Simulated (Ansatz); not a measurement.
This is a single-point calculation with the PAW code Ansatz on Al2BN3 as one 6-atom ordering (I-4m2) on the zincblende lattice; the level of theory is PBE0. Cell and atoms come from a relaxation with r2SCAN.

Input file:
```yaml
crystal:
  lattice:
    - [-1.4462799754, 1.4462799754, 6.3312512779]
    - [1.4462799754, -1.4462799754, 6.3312512779]
    - [1.4462799754, 1.4462799754, -6.3312512779]
  atoms:
    - { symbol: B, position: [0.0, 0.0, 0.0] }
    - { symbol: "N", position: [0.4324122879, 0.9324122879, 0.5] }
    - { symbol: Al, position: [0.3410268273, 0.3410268273, 0.0] }
    - { symbol: "N", position: [0.75, 0.25, 0.5] }
    - { symbol: Al, position: [0.6589731727, 0.6589731727, 0.0] }
    - { symbol: "N", position: [0.0675877121, 0.5675877121, 0.5] }
kpoints:
  mp_grid: { grid: [8, 8, 8] }
  band_path:
    path:
      - [0.0, 0.0, 0.0]
      - [0.0, 0.0, 0.5]
      - [0.25, 0.25, 0.25]
      - [0.0, 0.5, 0.0]
      - [0.5, 0.5, -0.5]
      - [0.2630456479, 0.7369543521, -0.2630456479]
      - [-0.2630456479, 0.2630456479, 0.2630456479]
      - [-0.0260912959, 0.0260912959, 0.5]
      - [0.5, 0.5, -0.0260912959]
      - [-0.005208, 0.002604, -0.002604]
    npoints: 1
hamiltonian:
  xc: pbe0
scf:
  occupations: { method: fixed }
  n_extra_bands: 5
output:
  forces: true
  stress: true
  eigenvalues: true
```

Command: `ansatz run input.yaml --threads 4 --pin off --max-ram 6451MiB --backend cpu --events-out ev --progress --plain --runs-dir out`. Wall time 3.5 min on 4 threads of Arm Neoverse V1 (shared host), load about 0.8 per core; peak host memory 3.9 GiB.

The output, standing remarks left out:
```
scf.n_extra_bands = 5 over 12 filled bands (N_el = 24.0): the run solves 17 bands
Pseudopotential: B, paw, valence charge 3, recommended cutoff 420 eV (normal)
Pseudopotential: N, paw, valence charge 5, recommended cutoff 420 eV (normal)
Pseudopotential: Al, paw, valence charge 3, recommended cutoff 420 eV (normal)
Functional definition: PBE0
  parameter a = 0.25
  parameter kappa = 0.804
  parameter beta = 0.06672455060314922
  exchange = (1 - a)*pbe_x(kappa = kappa, mu = beta*pi^2/3) + a*exact_x
  correlation = pbe_c(beta = beta)
Crystal: 6 atoms, lattice volume = 52.973 Å³
Basis set: ecut = 420 eV, 1041 PW (Γ), FFT grids on a1+a3, a2+a3, a3
Symmetry: 8 space group operations
Space group: I-4m2 (ITA 119)
k-points: 59 of 512 (time reversal used)
hybrid outer 1: dexx = +1.188e-2 eV, tail = 1.86e-5 eV
hybrid outer 2: dexx = +2.559e-7 eV, tail = 8.66e-9 eV, Δε = 2.05e-3 eV, ΔF = 3.42e-3 eV/Å
NSCF: frozen V_eff on 10 k-points
Free energy (F): -2390.625432 eV
Fermi energy:    7.046920 eV
--- Forces (eV/Å), atoms counted from 1 ---
  atom   1  B       0.00000      0.00000      0.00000
  atom   2  N       0.00000      0.00000      0.13759
  atom   3  Al      0.00000      0.00000      0.02216
  atom   4  N       0.00000      0.00000      0.00000
  atom   5  Al      0.00000      0.00000    -0.02216
  atom   6  N       0.00000      0.00000    -0.13759
--- Stress (GPa, compression-positive) ---
       -1.881389       0.000000       0.000000
        0.000000      -1.881389       0.000000
        0.000000       0.000000      -1.446466
  P = ⅓ Tr σ = -1.7364 GPa (-17.364 kbar)
```

The file bands.tsv (bands near the Fermi energy, numbered from 0, rounded):
```tsv
# k_distance	band_7	band_8	band_9	band_10	band_11	band_12	band_13	band_14	band_15
# fermi_ev = 7.046920
# [0, 0, 0] at k_distance = 0.000000
# [0, 0, 0.5] at k_distance = 1.535969
# [0.25, 0.25, 0.25] at k_distance = 1.784071
# [0, 0.5, 0] at k_distance = 2.870165
# [0.5, 0.5, -0.5] at k_distance = 3.984237
# [0.2630456479, 0.7369543521, -0.2630456479] at k_distance = 5.013656
# [-0.2630456479, 0.2630456479, 0.2630456479] at k_distance = 5.522642
# [-0.0260912959, 0.0260912959, 0.5] at k_distance = 6.552061
# [0.5, 0.5, -0.0260912959] at k_distance = 7.061047
# [-0.005208, 0.002604, -0.002604] at k_distance = 8.610929
# levels_relative_to = fermi_ev
0.000	-1.497	-1.497	-0.241	0.000	0.000	6.211	6.648	7.304	10.500
1.536	-4.159	-4.010	-3.989	-3.056	-2.540	5.011	7.443	8.282	9.873
1.784	-4.183	-3.755	-3.735	-3.145	-2.598	5.222	6.734	8.959	10.000
2.870	-2.397	-2.346	-1.109	-0.641	-0.512	8.216	9.948	10.574	11.038
3.984	-1.854	-1.210	-1.210	-0.278	-0.278	5.058	7.914	8.999	10.589
5.014	-2.410	-1.553	-1.383	-0.653	-0.496	8.131	9.912	10.492	10.992
5.523	-2.410	-1.553	-1.383	-0.653	-0.496	8.131	9.912	10.492	10.992
6.552	-4.171	-3.921	-3.920	-3.088	-2.547	5.088	7.486	8.275	9.960
7.061	-4.171	-3.921	-3.920	-3.088	-2.547	5.088	7.486	8.275	9.960
8.611	-1.499	-1.496	-0.241	-0.004	0.000	6.214	6.651	7.307	10.503
```
In order the rows are Γ, X, P, N, M, S, S₀, R, G, (-0.005, 0.003, -0.003).

The PBE0 gap is indirect, 5.01 eV (k = (-0.005, 0.003, -0.003) to X), below the direct gap of 5.34 eV at M. Edges are sought over the mesh and the listed points. The mean pressure at these positions is -1.7 GPa, compression counted positive. The stress of a hybrid is loosely converged here. The largest force is 0.14 eV/Å.

(Calculated; spin-unpolarised; the phase may be known or hypothetical.)
